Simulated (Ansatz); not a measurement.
Ti₃InN:
```yaml
crystal:
  lattice:
    - [4.14924, 0.00000, 0.00000]
    - [0.00000, 4.14924, 0.00000]
    - [0.00000, 0.00000, 4.14924]
  atoms:
    - { symbol: Ti, position: [0.00000, 0.50000, 0.50000] }
    - { symbol: Ti, position: [0.50000, 0.00000, 0.50000] }
    - { symbol: Ti, position: [0.50000, 0.50000, 0.00000] }
    - { symbol: In, position: [0.00000, 0.00000, 0.00000] }
    - { symbol: N, position: [0.50000, 0.50000, 0.50000] }
```

Relaxed with PBEsol. Special points in fractions of this cell's reciprocal vectors: Γ (0.000, 0.000, 0.000); X (0.000, 0.500, 0.000); M (0.500, 0.500, 0.000); R (0.500, 0.500, 0.500).

Q: List the band energies nearest the Fermi level at these points for DFT-PBEsol in the program Ansatz with PAW potentials.

A: In eV from the Fermi level; about four levels below and three above (degenerate sets whole), none deeper than 8.9 eV; points with the same levels are listed once.

| k | below | above |
|---|---|---|
| Γ | -1.77 -1.77 -1.72 -1.72 -1.72 | 1.31 1.31 1.31 |
| X | -1.95 -1.95 -1.44 -0.55 | 0.28 0.77 1.19 1.19 |
| M | -0.05 -0.05 -0.01 -0.01 | 1.06 1.07 1.74 |
| R | -1.98 -1.98 -1.98 -0.16 -0.16 -0.16 | 0.12 0.12 0.12 |

Space group Pm-3m (anti-perovskite). The workflow started from a Materials Project entry (that database holds measured and hypothetical structures alike); the Crystallography Open Database copy checked does not list it. Its standing as an ambient phase is unchecked. The cell was relaxed with PBEsol under the symmetry of its start; of distortions, only those at the zone centre were tested. No spin polarisation was allowed. Scalar-relativistic: spin–orbit coupling is off unless named, which matters more the heavier the elements.

Potentials: the later of the program's two PAW sets.
